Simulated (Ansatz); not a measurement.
# Data sheet: SiO2 (DFT)

SiO2:
```xyz
12
Lattice="-4.4554 4.4554 2.6073 4.4554 -4.4554 2.6073 4.4554 4.4554 -2.6073" Properties=species:S:1:pos:R:3 pbc="T T T"
Si     1.5766     1.5766     0.0000
Si     2.8788     2.8788     2.6073
Si     2.8788    -2.8788     2.6073
Si    -2.8788     2.8788     2.6073
O      2.2277     2.2277     1.3036
O     -2.2277     2.2277     1.3036
O      2.2277     2.2277    -1.3036
O      2.2277    -2.2277     1.3036
O      1.8618     0.0000     0.0000
O      7.0490     0.0000     0.0000
O      0.0000     1.8618     0.0000
O      0.0000     7.0490     0.0000
```

Space group I4/mmm (No. 139); conventional cell a = 8.911 Å, b = 8.911 Å, c = 5.215 Å, α = 90.00°, β = 90.00°, γ = 90.00°.

Method: plane-wave PAW LDA (Ansatz code). Geometry: relaxed at this level of theory. Other levels are named where they apply.

Cell and energy:

Volume per atom: 17.25 Å³
Density: 1.93 g/cm³
Formation energy from the elements (no fitted shifts): -2.90 eV/atom

Electronic structure:

- Band gap: 5.35 eV (smallest direct gap 5.35 eV)
- Valence-band maximum: at M
- Conduction-band minimum: at Γ
- Electron effective mass: 0.62 mₑ (isotropic)

Mechanics:

- Bulk modulus (Birch–Murnaghan fit) = 1340 kbar
- Pressure derivative B′ = 2.8
- Elastic constants (relaxed ions, GPa) = C11 = 130, C12 = 145, C13 = 113, C33 = 241, C44 = 47.4, C66 = 37.1
- Mechanical stability = unstable (C has a negative eigenvalue)

Dielectric response:

Electronic dielectric constant ε∞ (DFPT): 2.04 (xx = yy), 2.05 (zz)
Born charges (a third of the trace): Si +3.42, O -1.73 to -1.68 e

Phonons:

- Highest zone-centre frequency (without LO–TO term): 1241 cm⁻¹
- Zone-centre stability: unstable, softest mode 78i cm⁻¹
- Dynamical stability on the path: unstable, down to 78i cm⁻¹

The workflow started from a Materials Project entry (that database holds measured and hypothetical structures alike); the Crystallography Open Database copy checked does not list it. It is not the phase usual at ambient conditions (space group No. 92, 152, 154). Symmetry was held in the LDA relaxation. The references are the lowest solids computed at this level, not always the standard phases (solids in place of the gases).

Potentials: the later of the program's two PAW sets.
